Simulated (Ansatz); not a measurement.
**What DFT gives for Tl2Ga3**

```yaml
crystal:
  lattice:
    - [4.47212, 0.00000, 0.00000]
    - [-2.23606, 3.87297, 0.00000]
    - [0.00000, 0.00000, 6.93760]
  atoms:
    - { symbol: Ga, position: [0.33330, 0.66670, 0.63000] }
    - { symbol: Ga, position: [0.66670, 0.33330, 0.37000] }
    - { symbol: Ga, position: [0.00000, 0.00000, 0.00000] }
    - { symbol: Tl, position: [0.33330, 0.66670, 0.23500] }
    - { symbol: Tl, position: [0.66670, 0.33330, 0.76500] }
```

The numbers come from plane-wave PAW DFT (Ansatz): PBE, no spin polarisation, 420 eV, 9×9×5 Γ-centred k points, fermi-dirac occupations (width 0.0817 eV). Nothing was relaxed.

Stress: The pressure is 5.3 GPa (compression positive), so with the atoms held at these fractions the cell would first expand; the forces are large, so a full relaxation may end otherwise. The principal stresses 4.6, 4.6, 6.8 GPa differ, so its shape would change too.
Contacts: Ga–Tl at 2.74 Å: least valence density 0.28 e/Å³ and ELF 0.32 there. Ga–Ga at 3.15 Å: least valence density 0.16 e/Å³ and ELF 0.36 there. Both are smooth PAW fields, read partly inside the augmentation spheres.
Electronic structure: It is a metal, with about 2.6 states/eV a cell as the mean within 0.25 eV of the Fermi level, mostly Ga p (51 %) and Tl p (33 %).
Charges: Bader charges in e: Tl -0.25, Ga +0.14 to +0.18. In the mean Ga gives up most and Tl takes most, against the order of Pauling's electronegativities.
Formation energy: 0.31 eV an atom against the elements' usual phases (free molecules for gases, crystals otherwise, with no correction for O₂ or N₂), so at this geometry it isn't bound against them. Relaxing would lower it.

Origin: a known structure type with other elements, at an estimated volume, so it need not be a known compound.
